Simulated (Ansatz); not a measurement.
Consider the following.

KBr (rock salt, Fm-3m), a = b = c = 6.5501 Å, α = β = γ = 90.00°; the cell used has 2 atoms.

This is the PBEsol-relaxed structure.

**Question.** All from the program Ansatz at the PBEsol level (PAW), unless another level is named. Estimate the HSE06 gap on the PBEsol cell.

**Answer.** 5.67 eV.

**Question.** What about the hole effective mass, band 1 of 3 at the edge?

**Answer.** 3.6 along [100], 3.6 along [110], 2.7 along [111] (mₑ).

**Question.** Predict the weight of the conduction-edge state by species (Voronoi cells).

**Answer.** K 55 %, Br 45 %.

Symmetry was held in the PBEsol relaxation. Spin–orbit coupling is left out wherever it is not named.

Potentials: the later of the program's two PAW sets.
